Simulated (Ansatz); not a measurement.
Relaxed-ion elastic tensor of HfO$_{2}$ (fluorite, Fm-3m) in GPa (Voigt order), r²SCAN (plane waves, PAW; program Ansatz); density 10.80 g/cm³, 10.79 Å³ per atom.

|  | 1 | 2 | 3 | 4 | 5 | 6 |
|---|---|---|---|---|---|---|
| 1 | 599 | 107 | 107 | 0.0 | 0.0 | 0.0 |
| 2 | 107 | 599 | 107 | 0.0 | 0.0 | 0.0 |
| 3 | 107 | 107 | 599 | 0.0 | 0.0 | 0.0 |
| 4 | 0.0 | 0.0 | 0.0 | 74.0 | 0.0 | 0.0 |
| 5 | 0.0 | 0.0 | 0.0 | 0.0 | 74.0 | 0.0 |
| 6 | 0.0 | 0.0 | 0.0 | 0.0 | 0.0 | 74.0 |

### Question
Is the crystal mechanically stable?

### Answer
Yes: the smallest eigenvalue of C is 74.0 GPa.

### Question
Work out the Voigt, Reuss and Hill averages.

### Answer
K_V = 271, K_R = 271, K_H = 271; G_V = 143, G_R = 103, G_H = 123 GPa.

### Question
Give Young's modulus, Poisson's ratio, Pugh's ratio and the universal anisotropy index.

### Answer
E = 9KG/(3K + G) = 320 GPa; ν = 0.30; K/G = 2.21 (ductile by the Pugh limit of 1.75); A_U = 5G_V/G_R + K_V/K_R − 6 = 1.95.

### Question
Estimate the sound speeds and the Debye temperature.

### Answer
v_l = √((K + 4G/3)/ρ) = 6340 m/s, v_t = √(G/ρ) = 3370 m/s, mean 3770 m/s; Θ = (h/k)(3n/4πV)^(1/3) v_m = 508 K.

### Question
Give the Zener ratio and Young's modulus along [100], [110] and [111].

### Answer
A = 2C44/(C11 − C12) = 0.30; 1/E = S11 − 2(S11 − S12 − S44/2)Γ with Γ = 0, 1/4, 1/3 gives 566, 242, 203 GPa.

### Question
Solve the Christoffel equation for the three sound speeds along [100], [110], [111].

### Answer
Eigenvalues of C_ijkl n_j n_l equal ρv². In km/s, slowest first: [100] 2.62, 2.62, 7.45; [110] 2.62, 4.77, 6.29; [111] 4.18, 4.18, 5.85.

This is a known high-temperature phase of the composition, computed here at zero pressure and temperature. The r²SCAN relaxation kept the symmetry of its start. At this level the phase is dynamically unstable (imaginary phonons). The run is not spin-polarised. Spin–orbit coupling is left out wherever it is not named.

Potentials: the earlier of the program's two PAW sets.
